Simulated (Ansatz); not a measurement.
Starting cell, Si (diamond):

```yaml
crystal:
  lattice:
    - [0.00000, 2.73515, 2.73515]
    - [2.73515, 0.00000, 2.73515]
    - [2.73515, 2.73515, 0.00000]
  atoms:
    - { symbol: Si, position: [0.50000, 0.50000, 0.50000] }
    - { symbol: Si, position: [0.75000, 0.75000, 0.75000] }
```

In each cell atom 2 (Si, nearest neighbour Si at 2.369 Å; its periodic images, 3.9 Å or more away, move with it) moves by s·(0.707, 0.707, 0.000) (along Cartesian [110]), the rest being held.

Level of theory: PBE (plane waves to 420 eV, PAW, scalar-relativistic; Ansatz, an electronic-structure program). k mesh 8×8×8 (Γ-centred), Fermi-Dirac smearing 0.05 eV. Energies are smeared free energies. As the smearing reaches across the gap at some points, energies and forces of such displacements shift with the k mesh and the smearing. Si was relaxed with its symmetry unable to fall. The zero of ΔE is the undisplaced structure. The last digit holds for this mesh only.

```
s (Å)   ΔE (meV/cell)
------  -------------
-0.240          367.3
-0.192          237.6
-0.144          134.2
-0.096           60.0
-0.048           15.0
0.000             0.0
0.048            15.0
0.096            60.0
0.144           134.2
0.192           237.6
0.240           367.3
```

Question: What force constant k = d²E/ds² at s = 0 does the table give?

Answer: 13 eV/Å². It is the second difference of the nearest points, corrected with the next pair.

Question: With k = 13.08 eV/Å² from the forces, is the well harmonic out to s = 0.240 Å?

Answer: ½ks² = 377 meV/cell against the computed 367 meV/cell, so the well is close to harmonic there.

(For displaced atoms, the force is minus the slope of the energy, and its curvature is a force constant, which sets phonon frequencies.)
